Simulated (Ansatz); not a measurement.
# Structure types of Ga at a series of pressures

All-electron LAPW in Ansatz 0.2.0 under PBEsol, scalar-relativistic, energies extrapolated to zero smearing, no spin–orbit coupling; spin polarisation is left out. At each pressure a set of structure types was relaxed with symmetry kept. The table gives H = E + pV above the lowest type of that row in meV/atom (up to 5 of noise); a dash means not tried or turned into another type. Real phases may be missing from the set: fcc wasn't tried throughout, and may lie lower. k spacings are near 0.17 to 0.21 Å⁻¹, smearing 0.05 to 0.1 eV.

Among hcp, sc, bcc, omega, beta tin, diamond, which leads at -0.12, 8, 100, 230 GPa?

hcp at -0.12 GPa; hcp at 8 GPa; hcp at 100 GPa; hcp at 230 GPa.

```tsv
p (GPa)	V of the lowest (Å³/atom)	hcp	sc	bcc	omega	beta tin	diamond
-0.12	17.87	0	51	16	22	–	304
8	16.05	0	95	19	–	–	576
100	10.78	0	477	75	104	323	–
230	8.77	0	865	126	171	609	–
```
